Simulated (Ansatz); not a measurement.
**Calculated coordination and ⁸⁷Sr quadrupole coupling for Sr2LaNbO6**

Cell: a Materials Project structure (computed, not necessarily an observed phase), atoms as given.

Space group Pn-3:1 (No. 201); a = 8.5682 Å.

```csv
site,Wyckoff,site symmetry,x,y,z
Sr1,2a,23.,0.5000,0.5000,0.5000
Sr3,6d,222..,0.0000,0.0000,0.5000
La,4c,.-3.,0.7500,0.7500,0.7500
Nb,4b,.-3.,0.2500,0.2500,0.2500
O,24h,1,0.2117,0.2979,0.4786
```

One atom of each set is listed.

Level of theory: DFT, PBE, plane waves and PAW, scalar-relativistic, 420 eV cutoff, Γ-centred 3×3×3 k-points, Fermi–Dirac smearing 0.02 eV (Ansatz 0.2.0).

Q(⁸⁷Sr) = 305.0 mb.

Task: Order the Sr environments from the weakest to the strongest quadrupole coupling.
A. Sr3: 4 O at 2.51 Å; also 4 O at 3.14 Å
B. Sr1: 12 O at 3.02 Å

Result: B (0 MHz, η = –), A (106 MHz, η = 0.06).

Sr1 sits on a cubic site, where every gradient vanishes.

The largest force is 0.3 eV/Å, so the atoms aren't at the calculated equilibrium and relaxing them would move these values. Without spin–orbit coupling (the program notes it for Sr) the gradients are little affected as a rule: paired runs on crystals with a gap mostly move them by under 2 % at such atoms.
